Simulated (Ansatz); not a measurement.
HfO2:
```
HfO2
1.0
    3.56749     0.00000     0.00000
    0.00000     3.56749     0.00000
    0.00000     0.00000     5.16678
Hf O
2 4
Cartesian
  1.78374   1.78374   2.58339
  0.00000   0.00000   0.00000
  0.00000   1.78374   3.61719
  0.00000   1.78374   1.03380
  1.78374   0.00000   4.13298
  1.78374   0.00000   1.54959
```

x, y and z are the axes in which the lattice vectors are written.

Task: Give the high-frequency dielectric tensor and the Born effective charge tensors of the independent atoms from DFPT, the program Ansatz at the PBEsol level (PAW).

Result: 
ε∞:
```
5.35  0.00  0.00
0.00  5.35  0.00
0.00  0.00  4.85
```
Z* of atom 1 (Hf), rows: field, columns: displacement, in e:
```
5.55  0.00  0.00
0.00  5.55  0.00
0.00  0.00  4.85
```
Z* of atom 3 (O), rows: field, columns: displacement, in e:
```
-3.44   0.00   0.00
 0.00  -2.11   0.00
 0.00   0.00  -2.43
```

Space group P4_2/nmc. This is a known high-temperature phase of the composition, computed here at zero pressure and temperature. The cell was relaxed with PBEsol under the symmetry of its start; its stability against distortions is not shown here. The run is not spin-polarised. Spin–orbit coupling is left out wherever it is not named.

Potentials: the earlier of the program's two PAW sets. The files were generated under PBE; for other functionals the program regenerates the frozen cores, and for LDA and PBEsol the local potential too.
